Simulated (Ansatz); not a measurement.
Input for Ansatz (plane-wave DFT, PAW):

```yaml
crystal:
  lattice:
    - [0.0, 2.365, 2.365]
    - [2.365, 0.0, 2.365]
    - [2.365, 2.365, 0.0]
  atoms:
    - { symbol: Zr, position: [0.5, 0.5, 0.5] }
    - { symbol: C, position: [0.0, 0.0, 0.0] }
basis:
  ecutwfc: 500
kpoints:
  mp_grid: { grid: [6, 6, 6] }
hamiltonian:
  xc: r2scan
scf:
  occupations: { method: gaussian, width: 0.1 }
output:
  forces: true
  stress: true
  eigenvalues: true
```

Run as
```bash
ansatz run input.yaml --threads 1 --pin off --max-ram 2560MiB --backend cpu --events-out ev --progress --plain --runs-dir out
```

All numbers below come from Ansatz, DFT r2SCAN, scalar-relativistic, plane waves, PAW.

Abridged output (iterations and final results):

```
SCF iter   1: F=—  HF=-4448.658040 eV  |F-HF|=—  |Δ(HF+E_count)|=         —  Δρ=1.18e-2  dr2=5.13e-2  dr2_τ=1.17e-1  ethr=1.77e-3  ⟨swp⟩=5.1  Hψ=993  notcnv=0
SCF iter   2: F=—  HF=-4448.701051 eV  |F-HF|=—  |Δ(HF+E_count)|=   4.30e-2  Δρ=7.75e-3  dr2=1.31e-2  dr2_τ=3.99e-3  ethr=3.21e-4  ⟨swp⟩=2.1  Hψ=450  notcnv=0  defer=1
SCF iter   3: F=—  HF=-4448.698874 eV  |F-HF|=—  |Δ(HF+E_count)|=   2.18e-3  Δρ=3.28e-3  dr2=1.60e-3  dr2_τ=1.14e-4  ethr=8.16e-5  ⟨swp⟩=2.0  Hψ=244  notcnv=0  defer=1
SCF iter   4: F=—  HF=-4448.699383 eV  |F-HF|=—  |Δ(HF+E_count)|=   5.09e-4  Δρ=8.64e-4  dr2=2.09e-4  dr2_τ=3.05e-5  ethr=9.99e-6  ⟨swp⟩=2.0  Hψ=252  notcnv=0  defer=1
SCF iter   5: F=—  HF=-4448.699342 eV  |F-HF|=—  |Δ(HF+E_count)|=   4.05e-5  Δρ=3.41e-4  dr2=4.15e-5  dr2_τ=1.02e-6  ethr=1.31e-6  ⟨swp⟩=2.0  Hψ=236  notcnv=0  defer=1
SCF iter   6: F=—  HF=-4448.699336 eV  |F-HF|=—  |Δ(HF+E_count)|=   5.93e-6  Δρ=2.31e-5  dr2=1.78e-7  dr2_τ=3.12e-9  ethr=2.60e-7  ⟨swp⟩=1.9  Hψ=243  notcnv=0  defer=1
SCF iter   7: F=-4448.699336 eV  HF=-4448.699336 eV  |F-HF|=1.43e-9  |Δ(HF+E_count)|=   5.84e-8  Δρ=5.79e-6  dr2=6.56e-9  dr2_τ=1.90e-9  ethr=6.25e-10  ⟨swp⟩=5.9  Hψ=912  notcnv=0
SCF 1 converged in 7 iterations: F = -4448.699336 eV  dr2 = 6.56e-9
SCF converged after 7 iterations
Free energy (F): -4448.699336 eV
Harris-Foulkes:  -4448.699336 eV  (|F-HF|=1.43e-9)
Internal energy: -4448.698059 eV  (E = F + TS)
E sigma→0 (E₀):  -4448.698698 eV
Entropy (-TS):   -0.001277 eV (-0.638 meV/atom)
Fermi energy:    14.477886 eV
--- Per-component energies (eV) ---
  E_band       = -65.179928
  E_kinetic    = 421.000542
  E_local      = -602.631927  (includes V_loc(G=0)·N_el)
  E_nonlocal   = 103.348353
  E_hartree    = 180.481346
  E_xc         = -204.416110
  E_vxc        = -277.791523  (∫ρ·V_xc dr)
  E_paw        = -3070.426937  (= ΣΔE_a)
  E_vpaw       = -85.689396  (= ΣTr[D̂ρ^β])
  E_aug_tail   = 0.000015  (compensation charges beyond the density's cutoff)
  E_vtau       = 15.622772  (kinetic-family band-sum trace: ∫τ·v_τ [+ j·A + Jᵃ·Aᵃ] dr)
  E_ewald      = -1275.863827
  E_core_change = -0.189515  (= ΣΔE_core)
  E_smearing   = -0.001277  (= −TS)
--- Forces (eV/Å), atoms counted from 1 ---
  atom   1  Zr     0.00000000     0.00000000     0.00000000
  atom   2  C      0.00000000     0.00000000     0.00000000
--- Stress (GPa, compression-positive) ---
       -2.656593       0.000000       0.000000
        0.000000      -2.656593       0.000000
        0.000000       0.000000      -2.656593
  P = ⅓ Tr σ = -2.6566 GPa (-26.566 kbar)
--- Band table (eV; the first three rows and the last of 16) ---
  k-point 0: bands = ["-35.3158", "-12.3272", "-12.3272", "-12.3272", "2.6235", "15.5108", "15.5108", "15.5108", "15.8908", "15.8908", "15.8908", "17.4887"]
  k-point 1: bands = ["-35.2915", "-12.5462", "-12.3456", "-12.3456", "3.2233", "13.1459", "13.6552", "13.6552", "16.6480", "16.6480", "17.0623", "19.8868"]
  k-point 2: bands = ["-35.2424", "-12.9590", "-12.3818", "-12.3818", "4.6336", "10.5489", "12.0878", "12.0878", "18.1988", "18.1988", "18.3148", "23.1784"]
  k-point 15: bands = ["-35.1854", "-12.9208", "-12.7076", "-12.6167", "4.2564", "12.1996", "12.3183", "12.4068", "16.5697", "19.4045", "20.4339", "20.9758"]
```

The calculation finished and met its thresholds.

Time: 1.3 s on 1 thread of Arm Neoverse V2, with other jobs on the host, peak memory 0.33 GiB.

The k mesh is coarse.